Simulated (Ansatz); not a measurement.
**How far is PAW off for Cu3Pd?**

```yaml
crystal:
  lattice:
    - [3.64756, 0.00000, 0.00000]
    - [0.00000, 3.64756, 0.00000]
    - [0.00000, 0.00000, 3.72200]
  atoms:
    - { symbol: Cu, position: [0.00000, 0.50000, 0.50000] }
    - { symbol: Cu, position: [0.50000, 0.00000, 0.50000] }
    - { symbol: Cu, position: [0.50000, 0.50000, 0.00000] }
    - { symbol: Pd, position: [0.00000, 0.00000, 0.00000] }
```

Atoms are numbered in the order listed.

The geometry is COD entry 1524619, unchecked; take it as a test cell. It differs from other determinations. The listed cell was then made from it by scaling, straining or moving an atom.

Spin polarisation is left out, and whether a magnetic state lies lower isn't shown here.

Methods: DFT, PBEsol, PAW with Ansatz's default frozen-core files, scalar-relativistic (Ansatz 0.2.0); DFT, PBEsol, all-electron LAPW, scalar-relativistic (Ansatz 0.2.0).

For PAW: a Γ-centred 9×9×9 k mesh, Fermi–Dirac smearing of 0.05 eV, cutoff 420 eV, no spin polarisation; the PAW files were made with PBE, and the program remakes their frozen cores for this functional. LAPW targets a basis error of 0.5 meV/atom. The Ansatz runs share mesh, smearing and spin set-up. Plane-wave (PAW) pressures include the program's estimate of the Pulay term.

Stress and pressure are positive in compression.

The change that made this cell: equal xx and yy strain of -2 %.

PAW results:

```tsv
quantity	PAW
pressure (GPa)	-2.37
stress xx (GPa)	-1.91
stress zz (GPa)	-3.30
```

Task: What does full-potential LAPW give for the same quantities?

Result: 
```tsv
quantity	LAPW
pressure (GPa)	-2.38
stress xx (GPa)	-1.92
stress zz (GPa)	-3.31
```
